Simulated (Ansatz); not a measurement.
## CuB2 (AlB2-type structure)

Method: PBEsol, scalar-relativistic; no spin polarisation; PAW, 420 eV, Γ-centred 12×12×10 mesh, 0.05 eV Gaussian smearing; code Ansatz. The datasets are Ansatz's generated set soft_2.

```
Cu B
1.0
     2.97635    0.00000    0.00000
    -1.48818    2.57760    0.00000
     0.00000    0.00000    3.28843
Cu B
1 2
Direct
  0.00000 0.00000 0.00000
  0.33333 0.66667 0.50000
  0.66667 0.33333 0.50000
```

The structure was built from a prototype; whether the compound forms in it isn't claimed.

Cell and atoms are those of this level's equilibrium.

The cell has space group P6/mmm (read at 0.01 Å). In it the stress is 0.00, 0.00, 0.00, 0.00, 0.00, 0.00 GPa and the largest force component 0.000 eV/Å. Each change below starts from this cell, without further relaxation. Stress is in GPa, positive in compression, in the order xx, yy, zz, yz, xz, xy; energies are counted from the cell above and are free energies with the smearing's entropy, which match forces and stress in a metal.

One atom was moved along a Cartesian axis, and these forces appeared. Which atom, and about how far?
```
atom  Fx (eV/Å)      Fy     Fz
 Cu1      0.000   0.002  0.000
  B2      0.000  -0.726  0.000
  B3      0.000   0.723  0.000
```

Atom 2 (B) is moved by 0.08 Å along y; the energy changes by 26.3 meV per cell.

What stress follows from an engineering strain of -2 % in yy, atoms carried along?

2.84, 9.28, 2.54, 0.00, 0.00, 0.00 GPa; the energy changes by 14.3 meV per cell.
```
atom  Fx (eV/Å)      Fy     Fz
 Cu1      0.000   0.000  0.000
  B2      0.000  -0.257  0.000
  B3      0.000   0.257  0.000
```
The change of the stress over the strain gives a clamped-atom stiffness of about 464 GPa for this component, a secant value that lies under the elastic constant in tension and over it in compression, by several per cent for each per cent of strain.
In a harmonic crystal the energy would rise by V(½Cε² − σ₀ε), with σ₀ the stress of the unstrained cell, = 14.6 meV, which matches.

The cell is a metal with an odd number of electrons, and spin polarisation wasn't tried.
